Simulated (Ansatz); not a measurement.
**Cu$_{2}$O: from a starting cell to a relaxed one**

The start is a generated cell, Cu2O placed in the AFLOW prototype A2B_oP12_62_2c_c (C37, as in Co2Si). The structure is fully relaxed (lattice and positions, P = 0) with r2SCAN (plane waves to 500 eV, PAW, scalar-relativistic; Ansatz, a first-principles code). The first steps use a coarse 4×6×3 k-mesh.

Input geometry:
```yaml
crystal:
  lattice:
    - [4.51673, 0.00000, 0.00000]
    - [0.00000, 3.43301, 0.00000]
    - [0.00000, 0.00000, 6.52896]
  atoms:
    - { symbol: Cu, position: [0.53800, 0.25000, 0.78200] }
    - { symbol: Cu, position: [0.03800, 0.25000, 0.71800] }
    - { symbol: Cu, position: [0.46200, 0.75000, 0.21800] }
    - { symbol: Cu, position: [0.96200, 0.75000, 0.28200] }
    - { symbol: Cu, position: [0.17400, 0.25000, 0.06200] }
    - { symbol: Cu, position: [0.67400, 0.25000, 0.43800] }
    - { symbol: Cu, position: [0.82600, 0.75000, 0.93800] }
    - { symbol: Cu, position: [0.32600, 0.75000, 0.56200] }
    - { symbol: O, position: [0.70200, 0.25000, 0.11100] }
    - { symbol: O, position: [0.20200, 0.25000, 0.38900] }
    - { symbol: O, position: [0.29800, 0.75000, 0.88900] }
    - { symbol: O, position: [0.79800, 0.75000, 0.61100] }
```

Task: What pressure does the first self-consistent step give?

Result: +41 GPa (positive: the cell is compressed).

Task: Which atoms feel the largest initial force, and how large is it?

Result: About 0.9 eV/Å, on Cu1, Cu2, Cu3, Cu4 (atoms numbered as listed).

Task: How do the shortest distances between atoms change?

Result: The closest pairs of elements (up to four, under 3.6 Å), start → end: Cu–O 2.13 → 1.95 Å; Cu–Cu 2.30 → 2.54 Å; O–O 2.89 → 2.73 Å.

Task: Is the relaxed structure metallic? Give its gap.

Result: Zero (metallic).

Task: Write out the relaxed structure.

Result: 
Space group Pnma (No. 62); a = 6.408 Å, b = 2.733 Å, c = 7.066 Å, α = 90.00°, β = 90.00°, γ = 90.00°

```
atom  site  symmetry       x       y       z
----  ----  --------  ------  ------  ------
Cu      4c       .m.  0.0124  0.2500  0.3170
Cu      4c       .m.  0.1796  0.2500  0.9870
O       4c       .m.  0.2448  0.2500  0.7174
```

The space group stays Pnma (No. 62) (the run could not lower it), with 12 atoms in the primitive cell. Final values are on a 6×14×6 k-mesh of the relaxed cell. No spin polarisation in the result. No Hubbard U is applied.

The run could not lose the symmetry of its start: the end is stationary, and may be a saddle point rather than a minimum.

The relaxed structure here is a generated cell of Cu2O: the first start was made by placing the elements on the sites of a structure type, and the end was not matched to a known phase here, so it may be hypothetical. Known forms of Cu2O include space group No. 224.
